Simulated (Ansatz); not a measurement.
The cell below belongs to a search over invented structures; it isn't taken from experiment.

Input and command of a plane-wave DFT calculation in Ansatz:

```yaml
crystal:
  lattice:
    - [3.8580492945, 0.0, 0.0]
    - [-1.9290246472, 3.3411686981, 0.0]
    - [0.0, 0.0, 4.2208017989]
  atoms:
    - { symbol: La, position: [0.0, 0.0, 0.5] }
    - { symbol: Si, position: [0.6666666667, 0.3333333333, 0.0] }
    - { symbol: O, position: [0.3333333333, 0.6666666667, 0.0] }
basis:
  ecutwfc: 420
kpoints:
  mp_grid: { grid: [12, 12, 12] }
hamiltonian:
  xc: pbe
scf:
  occupations: { method: gaussian, width: 0.1 }
output:
  forces: true
  stress: true
  eigenvalues: true
  write_density: true
  write_potential: true
  elf: true
  volumetric_format: npy
relax:
  adjacent_minimum: "off"
  f_tol: 0.01
  max_steps: 80
  cell: { stress_tol: 0.05 }
```

```bash
ansatz run input.yaml --threads 1 --pin off --max-ram 2560MiB --backend cpu --events-out ev --progress --plain --runs-dir out
```

Processor: Intel(R) Xeon(R) Processor @ 2.50GHz (Skylake/Cascade Lake), 1 thread, on a host shared with other jobs.

How long does it run, and how much memory does it take?

About 2.1 min, peak memory 0.48 GiB. It solves 15 bands at 133 k points (after reduction by symmetry) with about 1083 plane waves (on the last cell), in 25 SCF iterations over 4 ionic steps.
